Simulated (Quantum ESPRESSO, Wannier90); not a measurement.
## Wannierisation of GaSb (zinc blende)

```xyz
2
Lattice="0.0000 3.0686 3.0686 3.0686 0.0000 3.0686 3.0686 3.0686 0.0000" Properties=species:S:1:pos:R:3 pbc="T T T"
Ga     0.0000     0.0000     0.0000
Sb     1.5343     1.5343     1.5343
```

Structure: Materials Project mp-1156, symmetrised, not relaxed again. COD (Crystallography Open Database) has an entry of this formula and space group (matched by these alone). Computed values, not measurements, from PBE: Quantum ESPRESSO (norm-conserving PseudoDojo potentials, cutoff 64 Ry, no spin polarisation, no spin-orbit coupling) on a Γ-centred 10×10×10 mesh, then Wannier90. Density: 10×10×10 mesh, Gaussian smearing 0.01 Ry. Spin-orbit coupling is left out although heavy elements are present.

A tight-binding model is made by disentanglement and projection with no localisation steps (num_iter = 0), so the 8 orbitals stay atom-like: hydrogen-like Ga: s;p; Sb: s;p, axes along x, y, z; frozen window up to 1.50 eV relative to the Fermi level. It follows pw.x to 4.4 meV rms for states up to 1.0 eV relative to the Fermi level. Matrix elements depend on this choice of orbitals and windows.

Task: What are the on-site energies relative to the Fermi level, and how fast do the hoppings decay?

Result: 
| atom | orbitals | energy (eV) |
|---|---|---|
| Ga1 | s | -3.76 |
| Ga1 | pz px py | 2.43 |
| Sb2 | s | -7.00 |
| Sb2 | pz px py | 0.62 |

```json
[
 {"distance of the centres (Å)": "2–3", "largest modulus (eV)": "1.3"},
 {"distance of the centres (Å)": "4–5", "largest modulus (eV)": "0.34"},
 {"distance of the centres (Å)": "5–6", "largest modulus (eV)": "0.046"},
 {"distance of the centres (Å)": "6–7", "largest modulus (eV)": "0.085"},
 {"distance of the centres (Å)": "7–8", "largest modulus (eV)": "0.025"},
 {"distance of the centres (Å)": "8–9", "largest modulus (eV)": "0.020"},
 {"distance of the centres (Å)": "9–10", "largest modulus (eV)": "0.0055"},
 {"distance of the centres (Å)": "10–11", "largest modulus (eV)": "0.0072"},
 {"distance of the centres (Å)": "11–12", "largest modulus (eV)": "0.0035"},
 {"distance of the centres (Å)": "12–13", "largest modulus (eV)": "0.0022"}
]
```
